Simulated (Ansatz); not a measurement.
## CdS with Ag replacing Cd: gradients before and after relaxing the atoms

Start: a supercell of CdS (zinc blende type, F-43m) built from an entry of the Crystallography Open Database (COD), with all atoms left at the host's positions.

```xyz
54
Lattice="0.0000 8.7495 8.7495 8.7495 0.0000 8.7495 8.7495 8.7495 0.0000" Properties=species:S:1:pos:R:3 pbc="T T T"
Ag    0.0000    0.0000    0.0000
Cd    2.9165    2.9165    0.0000
Cd    5.8330    5.8330    0.0000
Cd    2.9165    0.0000    2.9165
Cd    5.8330    2.9165    2.9165
Cd    8.7495    5.8330    2.9165
Cd    5.8330    0.0000    5.8330
Cd    8.7495    2.9165    5.8330
Cd   11.6660    5.8330    5.8330
Cd    0.0000    2.9165    2.9165
Cd    2.9165    5.8330    2.9165
Cd    5.8330    8.7495    2.9165
Cd    2.9165    2.9165    5.8330
Cd    5.8330    5.8330    5.8330
Cd    8.7495    8.7495    5.8330
Cd    5.8330    2.9165    8.7495
Cd    8.7495    5.8330    8.7495
Cd   11.6660    8.7495    8.7495
Cd    0.0000    5.8330    5.8330
Cd    2.9165    8.7495    5.8330
Cd    5.8330   11.6660    5.8330
Cd    2.9165    5.8330    8.7495
Cd    5.8330    8.7495    8.7495
Cd    8.7495   11.6660    8.7495
Cd    5.8330    5.8330   11.6660
Cd    8.7495    8.7495   11.6660
Cd   11.6660   11.6660   11.6660
S     1.4582    1.4582    1.4582
S     4.3747    4.3747    1.4582
S     7.2912    7.2912    1.4582
S     4.3747    1.4582    4.3747
S     7.2913    4.3747    4.3747
S    10.2078    7.2912    4.3747
S     7.2912    1.4582    7.2912
S    10.2078    4.3747    7.2912
S    13.1242    7.2912    7.2912
S     1.4582    4.3747    4.3747
S     4.3747    7.2913    4.3747
S     7.2912   10.2078    4.3747
S     4.3747    4.3747    7.2913
S     7.2913    7.2913    7.2913
S    10.2078   10.2078    7.2913
S     7.2912    4.3747   10.2078
S    10.2078    7.2913   10.2078
S    13.1242   10.2078   10.2078
S     1.4582    7.2912    7.2912
S     4.3747   10.2078    7.2912
S     7.2912   13.1242    7.2912
S     4.3747    7.2912   10.2078
S     7.2913   10.2078   10.2078
S    10.2078   13.1242   10.2078
S     7.2912    7.2912   13.1242
S    10.2078   10.2078   13.1242
S    13.1242   13.1242   13.1242
```

Atoms are numbered from 1 in the order listed; like atoms form one site, named after its first atom.

All values are calculated (Ansatz; DFT, PBE, plane waves and PAW, scalar-relativistic, 420 eV cutoff, Γ-centred 2×2×2 k-points, Fermi–Dirac smearing 0.01 eV, cell charge -1), not measured.

The largest force at the start is 0.34 eV/Å. Relaxing the ions at fixed cell moves them by 0.046 Å at most (atom 2, Cd) and 0.023 Å rms.

```csv
site,atom,moved (Å),first shell before,first shell after,V_zz before (10²¹ V/m²),η before
Ag,1,0.000,4 S at 2.53 Å,4 S at 2.51 Å,0.00,–
Cd2,2,0.046,4 S at 2.53 Å,4 S at 2.48–2.54 Å,-1.59,0.43
Cd5,5,0.012,4 S at 2.53 Å,4 S at 2.53–2.54 Å,0.42,0.00
Cd9,9,0.007,4 S at 2.53 Å,4 S at 2.53 Å,0.32,0.00
Cd15,15,0.014,4 S at 2.53 Å,4 S at 2.53 Å,-0.27,0.71
S28,28,0.013,"1 Ag at 2.53 Å, 3 Cd at 2.53 Å","3 Cd at 2.48 Å, 1 Ag at 2.51 Å",-3.55,0.00
S29,29,0.006,4 Cd at 2.53 Å,4 Cd at 2.53 Å,-0.94,0.31
S33,33,0.009,4 Cd at 2.53 Å,4 Cd at 2.53–2.54 Å,0.50,0.10
S41,41,0.001,4 Cd at 2.53 Å,4 Cd at 2.53–2.54 Å,-0.045,0.00
```

**Question.** How do the gradients change?

**Answer.** 

| site | atom | V_zz after | η after | change of V_zz |
| --- | --- | --- | --- | --- |
| Ag | 1 | 0.00 | – | 0.00 |
| Cd2 | 2 | -3.06 | 0.25 | -1.47 |
| Cd5 | 5 | 0.71 | 0.00 | +0.29 |
| Cd9 | 9 | 0.48 | 0.00 | +0.16 |
| Cd15 | 15 | 0.57 | 0.96 | – |
| S28 | 28 | -3.28 | 0.00 | +0.27 |
| S29 | 29 | -0.47 | 0.92 | +0.47 |
| S33 | 33 | -0.38 | 0.82 | – |
| S41 | 41 | -0.12 | 0.00 | -0.07 |

The largest change of V_zz along a kept axis is on Cd2, from -1.59 to -3.06. In per cent, |V_zz| changes by +93 on Cd, -50 to -8 on S (all sites that start above 0.5, bar those whose gradient vanishes or changes sign or whose main axis turns by over 40°). Where |V_zz| stays above 0.1 and the axes keep their order, η moves most on S29, from 0.31 to 0.92. On S33, Cd15 the largest principal value lies along another axis in the second run, so the two V_zz can't be compared directly. Other sites without a gradient aren't listed.

The defect repeats with the cell of 54 atoms, so it feels its images: sites between two images don't show the values beside a lone defect, and zeros or small values of η there can come from the images' arrangement. A uniform background compensates the cell's charge. Without spin–orbit coupling (the program notes it for Ag and Cd) the gradients can shift somewhat, as the gap is small.
Before: With a gap of 0.6 eV on this mesh, small gradients can still move by 0.1 × 10²¹ V/m² or more as the k-mesh gets denser. The neighbours have not yet relaxed around the defect (largest force 0.34 eV/Å), so a real crystal will differ.
After: The relaxation keeps the site symmetry -43m of the start, so the impurity can't leave its site; a start off the site could end lower. With a gap of 0.8 eV on this mesh, small gradients can still move by 0.1 × 10²¹ V/m² or more as the k-mesh gets denser.
